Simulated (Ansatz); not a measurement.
## TaO3: pressure against volume

TaO3, Pm-3m, a = 3.928 Å. The structure is a Materials Project entry; whether it is the stable form wasn't checked. Ansatz: r2SCAN, PAW, 500 eV, Γ-centred 10×10×10 mesh on 4 atoms, Gaussian smearing 0.10 eV; collinear spin, largest moment 0.3 μB. Symmetry fixes shape and atoms, so the cell is only scaled; pressure is positive in compression.

| V (Å³/atom) | P (GPa) |
| --- | --- |
| 13.330 | 34.15 |
| 13.784 | 23.45 |
| 14.238 | ? |
| 14.693 | 6.58 |
| 15.147 | -0.02 |
| 15.602 | -5.65 |
| 16.056 | -10.44 |
| 16.662 | -15.73 |

Task: Take V0 = 15.147 Å³/atom, count pressures from its P0 = -0.02 GPa, fit the third-order Birch–Murnaghan form to the other rows, and predict the missing pressure.

Result: With the Eulerian strain f = ½[(V0/V)^(2/3) − 1] and y = (P − P0)/[3f(1 + 2f)^(5/2)], the form is the line y = B0 + 1.5 B0 (B0′ − 4) f. Rows (f, y): 0.04446, 207.0; 0.03244, 206.1; 0.01025, 204.0; -0.00977, 201.8; -0.01905, 200.9; -0.03079, 199.4. Means f = 0.004590, y = 203.20; Σ(Δf)² = 0.004414, ΣΔfΔy = 0.4457; the slope is their ratio. y = 202.7 + 101.0 f GPa, so B0 = 202.7 GPa and B0′ = 4 + 2 × (101.0)/(3 × 202.7) = 4.33. At V = 14.238, f = 0.02106, y = 204.83 and P = 14.33 GPa. The run gave 14.34 GPa, so the fit is 0.01 GPa too low, within the rms miss on the fitted rows (0.01 GPa).

The state reached may not be the lowest one. Spin–orbit coupling is left out, which can shift energies with elements as heavy as these.